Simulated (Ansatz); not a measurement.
# Data sheet: As (DFT)

As:
Space group Pm-3m (No. 221); a = b = c = 2.689 Å, α = β = γ = 90.00°

```json
[
 {"atom": "As", "site": "1b", "symmetry": "m-3m", "x": "0.5000", "y": "0.5000", "z": "0.5000"}
]
```

Space group Pm-3m (No. 221); conventional cell a = b = c = 2.6889 Å, α = β = γ = 90.00°.

Method: DFT-PBEsol in the program Ansatz with PAW potentials. Geometry: relaxed at this level of theory. Other levels are named where they apply.

**Cell and energy**

```
Quantity             Result
---------------  ----------
Volume per atom    19.44 Å³
Density          6.40 g/cm³
```

**Electronic structure**

```
Property                                                                     Value
------------------------------------  --------------------------------------------
Electronic character                                             metallic (no gap)
Density of states at the Fermi level  0.43 states/eV per atom (mean over ±0.08 eV)
Gap with spin–orbit coupling                                       none (metallic)
```

**Mechanics**

```
Quantity                                                                      Result
--------------------------------------------  --------------------------------------
Bulk modulus (Birch–Murnaghan fit)                                          89.0 GPa
Pressure derivative B′                                                           4.5
Elastic constants (relaxed ions, GPa)              C11 = 228, C12 = 19.5, C44 = 27.4
Mechanical stability                          stable (all eigenvalues of C positive)
Hill bulk and shear moduli                                         89.1 and 48.6 GPa
Young's modulus                                                              123 GPa
Poisson's ratio                                                                 0.27
Debye temperature from the elastic constants                                   340 K
```

The first step of the workflow began from a Materials Project structure, measured or hypothetical; the Crystallography Open Database copy checked does not list it. It is not the phase usual at ambient conditions (space group No. 166). The cell was relaxed with PBEsol under the symmetry of its start; whether a distortion lowers the energy is not shown. As this level gives no gap, shear constants depend on the k-mesh and smearing (Fermi–Dirac, 0.1 eV here). Spin–orbit coupling is left out wherever it is not named.

Potentials: the later of the program's two PAW sets.
